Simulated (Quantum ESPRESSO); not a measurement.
```
CELL_PARAMETERS angstrom
      5.46083     0.00000    -0.00202
      0.00000     3.94423     0.00000
     -1.89449     0.00000     6.17569
ATOMIC_POSITIONS crystal
  Cl 0.25683 0.25567 0.31615
  Cl 0.74317 0.74433 0.68385
  Cl 0.74317 0.75567 0.18385
  Cl 0.25683 0.24433 0.81615
  Pd 0.00000 0.00000 0.50000
  Pd 0.00000 0.50000 0.00000
```

Cell and atoms were relaxed with PBE+D3(BJ) from Materials Project entry mp-1018891, within its symmetry.

Problem. What does PBEsol (Quantum ESPRESSO, PseudoDojo norm-conserving, 82 Ry, scalar-relativistic) give for the electronic structure near the Fermi level?

Solution. The PBEsol gap is 0.58 eV; at least one edge lies off the plotted path, at a point of the SCF mesh. The smallest direct gap is 0.85 eV. Spin-orbit splittings are left out.

The structure is a Materials Project entry; no match was found in the copy of COD used, and its stability was not checked.
